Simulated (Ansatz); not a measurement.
**¹⁷O NMR of the central transition in PbO₂**

Cell: a COD entry, its atoms then relaxed with PBE in this cell.

```xyz
6
Lattice="4.9578 0.0000 0.0000 0.0000 4.9578 0.0000 0.0000 0.0000 3.3878" Properties=species:S:1:pos:R:3 pbc="T T T"
Pb    0.0000    0.0000    0.0000
Pb    2.4789    2.4789    1.6939
O     1.5206    1.5206    0.0000
O     0.9583    3.9995    1.6939
O     3.4372    3.4372    0.0000
O     3.9995    0.9583    1.6939
```

Atom numbers follow the list; atoms alike are taken as one site, whose name carries the number of the first.

Method: Kohn–Sham DFT in Ansatz, r2SCAN, plane waves and PAW, scalar-relativistic, 500 eV cutoff, Γ-centred 5×5×7 k-points, Fermi–Dirac smearing 0.02 eV.

¹⁷O has I = 5/2 and Q = -25.58 mb (Pyykkö 2018); at 14.1 T its Larmor frequency is ν₀ = 81.4 MHz. Only the quadrupole interaction is simulated: positions count from each site's isotropic chemical shift, and J coupling is left out, as are shift anisotropy and dipolar coupling, which fast spinning averages.

Problem. What does the ¹⁷O spectrum (fast magic-angle spinning) show for each site?

Solution. 

```json
{"site": "O", "first shell": "3 Pb at 2.15–2.17 Å", "C_Q (MHz)": "7.77", "η": "0.19", "P_Q (MHz)": "7.82", "δ_QIS (ppm)": "-55.3", "breadth (kHz)": "10.1"}
```

δ_QIS = −(ν_Q²/30ν₀²)[I(I+1) − 3/4](1 + η²/3) × 10⁶ ppm with ν_Q = 3|C_Q|/[2I(2I−1)]; it falls as 1/B₀² in ppm, and the breadth as 1/B₀ in kHz.

At O V_zz stands upright on the plane through its three neighbours (within 1°).

Without spin–orbit coupling the gradients at and beside Pb can be off by some per cent, at some sites by more. With a gap of 0.14 eV under a smearing of 0.02 eV the band edges are partly filled, so small gradients can hang on the smearing and the k-mesh.

Hardware: 1 thread of Arm Neoverse V2 (aarch64; 28 cores open to the job, memory cap 3.0 GiB, no GPU), a shared host with a load of 1.0 a core. Wall time 15 s, CPU time 15 s, peak memory 0.56 GiB.
